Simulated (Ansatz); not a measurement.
## Zn: stationary points along a deformation path

The calculation used DFT r2SCAN, scalar-relativistic, plane waves, PAW (Ansatz). The runs took a 500 eV cutoff, a Γ-centred 22×22×22 mesh and Gaussian smearing (0.15 eV). No spin polarisation. Energies are free energies at this smearing, counted from the undisturbed cell; pressure is positive in compression.

The undisturbed cell (as given, not relaxed at this level; it stands at -4.4 GPa; this fcc form isn't the usual structure):

```
CELL_PARAMETERS angstrom
0.00000 1.96478 1.96478
1.96478 0.00000 1.96478
1.96478 1.96478 0.00000
ATOMIC_POSITIONS crystal
Zn 0.00000 0.00000 0.00000
```

At fixed volume and fractional coordinates, lengths along (0.000, 0.000, 1.000) are scaled against those across it; ρ is that ratio over its starting value. V = 15.169 Å³/atom. Δσ is the stress along the axis less the mean stress across it (compression positive).

| ρ | ΔE (meV/atom) | Δσ (GPa) | space group |
| --- | --- | --- | --- |
| 0.707 | 64.1 | -0.01 | Im-3m |
| 0.850 | 25.3 | 3.67 | I4/mmm |
| 1.000 | 0.0 | 0.00 | Fm-3m |
| 1.200 | 74.2 | -11.30 | I4/mmm |
| 1.414 | 180.4 | -10.98 | I4/mmm |

Task: How does the stress give the slope of the energy, and where is the energy stationary?

Result: Along the path d ln(length) is 2/3 d ln ρ on the axis and −1/3 d ln ρ across it, so dE/d ln ρ = −(2/3) V Δσ: the energy falls with ρ where Δσ is positive. Δσ vanishes or changes sign at ρ = 0.707 (Im-3m, an end of the scan), at 64.1 meV/atom; at ρ = 1.000 (Fm-3m), a minimum at 0.0 meV/atom. Pairs of stationary points between two samples would go unseen, and could change a minimum read from distant neighbours into a maximum. At ρ = 0.707, 1.000 the cell is cubic, where symmetry alone makes the stress isotropic and the slope zero.

In a metal these slopes depend on the k mesh and the smearing.